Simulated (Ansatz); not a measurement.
Level of theory: DFT PBE, scalar-relativistic, plane waves, PAW in Ansatz 0.2.0. Cutoff 420 eV, Γ-centred 12×12×6 mesh (5-atom cell), Gaussian smearing of 0.10 eV, no spin polarisation.

Formation energies are uncorrected and count from the elements' standard states at the same level.

**Question.** Give a relaxed trial structure of a trigonal metal that holds Ti and 2 more elements, with a formation energy near −0.32 eV/atom and a density near 9.27 g/cm³, in a cell of 5 atoms.

**Answer.** Hf₂TiB₂, space group P-3m1 (No. 164). Hf is surrounded by 3 B at 2.32 Å and 3 Ti at 3.21 Å; around Ti lie 6 B at 2.33 Å and 6 Hf at 3.21 Å; B is surrounded by 3 Hf at 2.32 Å and 3 Ti at 2.33 Å.

```yaml
crystal:
  lattice:
    - [3.36654, 0.00000, 0.00000]
    - [-1.68327, 2.91551, 0.00000]
    - [0.00000, 0.00000, 7.78263]
  atoms:
    - { symbol: Hf, position: [0.33333, 0.66667, 0.67254] }
    - { symbol: Hf, position: [0.66667, 0.33333, 0.32746] }
    - { symbol: Ti, position: [0.00000, 0.00000, 0.00000] }
    - { symbol: B, position: [0.33333, 0.66667, 0.16425] }
    - { symbol: B, position: [0.66667, 0.33333, 0.83575] }
```

* Volume per atom: 15.28 Å³
* Density: 9.27 g/cm³
* Energy over the elements: −0.32 eV/atom
* Gap on the 12×12×6 mesh of the 5-atom cell: 0 eV (a metal)

The structure comes from a generated guess, relaxed at this level; another structure or a mixture of phases may lie lower. The answer needn't be unique; the calculation gave this one.

Spin–orbit coupling, which can matter for Hf, is left out. A structure relaxed within its symmetry needn't be a true minimum.
